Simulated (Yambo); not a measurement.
SnS₂ monolayer: lowest vertical excitons

```
CELL_PARAMETERS angstrom
      3.64694     0.00000     0.00000
     -1.82347     3.15834     0.00000
      0.00000     0.00000    15.90000
ATOMIC_POSITIONS crystal
  S  0.33333 0.66667 0.09266
  S  0.66667 0.33333 0.90734
  Sn 0.00000 0.00000 0.00000
```

The layer was cut from Materials Project entry mp-1170 and relaxed with PBEsol in a cell 15.9 Å high, with the Coulomb interaction truncated along z.

BSE in Yambo on norm-conserving PBE (Quantum ESPRESSO, 72 Ry, scalar-relativistic) bands: 18×18×1 mesh, 5 valence and 5 conduction bands, static screening with 48 bands and a 3 Ry block, scissor 1.60 eV, Tamm-Dancoff, stochastic integration of W near q = 0; field along x.

```json
[
 {"state": "1", "energy (eV)": "2.53", "states within 2 meV": "1", "relative strength": "< 0.01", "class": "dark", "main transitions": "VB → CB (92 %)"},
 {"state": "2", "energy (eV)": "2.58", "states within 2 meV": "2", "relative strength": "< 0.01", "class": "dark", "main transitions": "VB → CB (93 %)"},
 {"state": "3", "energy (eV)": "2.71", "states within 2 meV": "2", "relative strength": "< 0.01", "class": "dark", "main transitions": "VB−1 → CB (73 %)"},
 {"state": "4", "energy (eV)": "2.82", "states within 2 meV": "1", "relative strength": "< 0.01", "class": "dark", "main transitions": "VB−1 → CB (82 %)"},
 {"state": "5", "energy (eV)": "2.87", "states within 2 meV": "2", "relative strength": "0.70", "class": "weak", "main transitions": "VB → CB (98 %)"},
 {"state": "6", "energy (eV)": "2.88", "states within 2 meV": "1", "relative strength": "< 0.01", "class": "dark", "main transitions": "VB → CB (98 %)"},
 {"state": "7", "energy (eV)": "2.97", "states within 2 meV": "1", "relative strength": "< 0.01", "class": "dark", "main transitions": "VB → CB (99 %)"},
 {"state": "8", "energy (eV)": "2.98", "states within 2 meV": "2", "relative strength": "< 0.01", "class": "dark", "main transitions": "VB → CB (98 %)"}
]
```

These are vertical excitations (zero momentum); the indirect quasiparticle gap, about 3.18 eV, is smaller than the direct one (3.48 eV on the GW mesh). The direct quasiparticle gap on this mesh is 3.48 eV; counted from there, state 1 is bound by 0.94 eV. Convergence with the mesh was not shown.

Spin singlets only. Strengths are relative to the strongest of the lowest states of this run; strong means a line over 3 % of the spectrum's maximum, dark under 0.03 %. Absolute energies carry the error of the G0W0 scissor, whose convergence isn't established.

Spin-orbit splittings are left out.

Bands and orbitals come from the standard potentials; the scissor and the G0W0 gaps come from a run at the same geometry on the stringent ones, which hold whole semicore shells in the valence.
